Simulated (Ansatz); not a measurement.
Ca (diamond, space group No. 227) under volume change, PBEsol in the plane-wave PAW code Ansatz, scaled uniformly.

| V (Å³/atom) | E − E(relaxed) (meV/atom) | P (GPa) |
|---|---|---|
| 68.383 | 9.5 | 0.47 |
| 70.637 | 4.1 | 0.30 |
| 72.892 | [?] | [?] |
| 75.146 | 0.0 | 0.00 |
| 77.400 | 0.9 | -0.13 |
| 79.655 | [?] | [?] |
| 81.909 | 7.7 | -0.35 |

Complete the blanks.


- 72.892, E − E(relaxed) (meV/atom): 1.0
- 72.892, P (GPa): 0.15
- 79.655, E − E(relaxed) (meV/atom): 3.5
- 79.655, P (GPa): -0.24

What does a third-order Birch–Murnaghan fit give for V₀, B₀ and B′?

V₀ = 75.20 Å³/atom, B₀ = 4.5 GPa, B′ = 2.0.

Space group Fd-3m (diamond). The start of the workflow was typed in or built on a structure type; neither database checked (COD, Materials Project) lists it. It is not the phase usual at ambient conditions (space group No. 225). Symmetry was held in the PBEsol relaxation. At this level the phase is mechanically unstable.

Potentials: the later of the program's two PAW sets.
